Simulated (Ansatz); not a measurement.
**Property card for AgW**

AgW:
```
AgW
1.0
    4.58749     0.00000     0.00000
    0.00000     2.70188     0.00000
    0.00000     0.00000     5.15071
W Ag
2 2
Cartesian
  1.14687   0.00000   4.46030
  3.44062   0.00000   0.69040
  1.14687   1.35094   1.86192
  3.44062   1.35094   3.28879
```

Space group Pmma (No. 51); conventional cell a = 4.5875 Å, b = 2.7019 Å, c = 5.1507 Å, α = β = γ = 90.00°.

Method: PBEsol (plane waves, PAW; program Ansatz). The cell and atoms are relaxed at this level. Other levels are named where they apply.

Cell and energy:

* **Volume per atom**: 15.96 Å³
* **Density**: 15.17 g/cm³
* **Formation energy from the elements (no fitted shifts)**: 0.63 eV/atom

Electronic structure:

- Electronic character: metallic (no gap)
- Density of states at the Fermi level: 0.79 states/eV per atom (mean over ±0.08 eV)
- Gap with spin–orbit coupling: none (metallic)

Mechanics:

- Bulk modulus (Birch–Murnaghan fit) = 206 GPa
- Pressure derivative B′ = 5.3

Phonons:

- Highest zone-centre frequency = 6.32 THz
- Zone-centre stability = unstable, softest mode 89i cm⁻¹

The start of the workflow was typed in or built on a structure type; neither database checked (COD, Materials Project) lists it. Whether it is the stable phase at ambient conditions was not checked. Symmetry was held in the PBEsol relaxation. No spin polarisation was allowed. Its formation energy is positive at this level, so the cell may be metastable or incomplete. As this level gives no gap, phonon frequencies hold no LO–TO term and depend on the k-mesh and smearing (Fermi–Dirac, 0.1 eV here). Axis ratios of metals converge slowly with the k-mesh, so a and c are less sure than the volume. The references are the lowest solids computed at this level, not always the standard phases. Scalar-relativistic: spin–orbit coupling is off unless named, which matters more the heavier the elements.

Potentials: the earlier of the program's two PAW sets. The files were generated under PBE; for other functionals the program regenerates the frozen cores, and for LDA and PBEsol the local potential too.
